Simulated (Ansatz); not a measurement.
Name crystals whose computed values (LDA in the plane-wave PAW code Ansatz) fall in these windows: B₀ by P(V) fit (GPa) 45 to 56; ε0 12 to 17.



```csv
crystal,B₀ by P(V) fit (GPa),ε0
"BaS, rock salt",50.8,14.4
"HgO, P3_121 (Hg on 3b, O on 3a)",48.6,12.6
```
Others may fit too.

Standing as an ambient phase not checked: HgO, P3_121 (Hg on 3b, O on 3a). Weakly bound layers, chains or molecules computed without a dispersion correction, so cells and soft constants are ill determined: HgO, P3_121 (Hg on 3b, O on 3a). All cells were relaxed under the symmetry of their starts (and spin orders); stability against distortions was not tested throughout. Scalar-relativistic: spin–orbit coupling is off unless named, which matters more the heavier the elements.

Potentials: the later of the program's two PAW sets.
